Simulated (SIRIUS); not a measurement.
Band structure of InBi (P4/nmm, 4 atoms in the cell; from Materials Project mp-23313).

```xyz
4
Lattice="4.9108 0.0000 0.0000 0.0000 4.9108 0.0000 0.0000 0.0000 5.2223" Properties=species:S:1:pos:R:3 pbc="T T T"
In     2.4554     2.4554     0.0000
In     0.0000     0.0000     0.0000
Bi     2.4554     0.0000     1.8801
Bi     0.0000     2.4554     3.3422
```

Computed with LDA (PW92), FP-LAPW (LAPW with two local orbitals a valence shell; core below -3 Ha), all-electron full potential with ZORA scalar-relativistic valence and Dirac core in SIRIUS 7.12.0.

Settings: parameters.ngridk = 3 3 3; basis = LAPW with two local orbitals a valence shell, core below -3 Ha; unit_cell.atom_type_rmt = {In: 2.4, Bi: 2.4} bohr; parameters.xc_functionals = [XC_LDA_X, XC_LDA_C_PW]; parameters.aw_cutoff = 7; parameters.pw_cutoff = 20 1/bohr; parameters.smearing = fermi_dirac; parameters.smearing_width = 0.00367493 Ha; parameters.electronic_structure_method = full_potential_lapwlo; parameters.lmax_apw = 8; parameters.lmax_rho = 8; parameters.lmax_pot = 8; parameters.auto_rmt = 0; parameters.num_fv_states = 40.

Spin-orbit coupling is left out, which matters for bands and gaps with elements this heavy. The structure comes from a collection of computed structures, made at another level of theory; the collection holds predicted forms beside known ones. No clean gap shows at this smearing width and mesh (spacing up to 0.43 Å⁻¹); the mesh is coarse for partly filled bands, so the values carry mesh errors. Semi-local functionals can close small gaps. Values depend on the basis (sphere radii, cutoffs, local orbitals), which need not be converged.

Points are given in units of this cell's reciprocal vectors. Levels in eV from the Fermi level, bands 31 to 38:
| point | 31 | 32 | 33 | 34 | 35 | 36 | 37 | 38 |
|---|---|---|---|---|---|---|---|---|
| Γ (0 0 0) | -2.72 | -2.34 | -1.36 | 0.78 | 1.21 | 1.21 | 3.22 | 3.23 |
| X (0 0.5 0) | -1.90 | -1.90 | -1.12 | -1.12 | 1.67 | 1.67 | 3.09 | 3.09 |
| M (0.5 0.5 0) | -1.37 | -1.37 | -0.30 | -0.30 | 0.66 | 0.66 | 1.09 | 1.09 |
| Z (0 0 0.5) | -1.25 | -1.25 | -1.25 | -1.25 | -0.81 | 1.70 | 2.38 | 3.64 |
| R (0 0.5 0.5) | -0.61 | -0.61 | -0.60 | -0.60 | 0.21 | 0.21 | 2.54 | 2.54 |
| A (0.5 0.5 0.5) | -3.45 | -3.45 | -3.10 | -3.10 | 4.48 | 4.48 | 5.19 | 5.19 |

2 bands cross the Fermi level along this path, so the cell has no gap at this level.

The Fermi level comes from the SCF mesh, which can miss band crossings, so its place against them is uncertain.
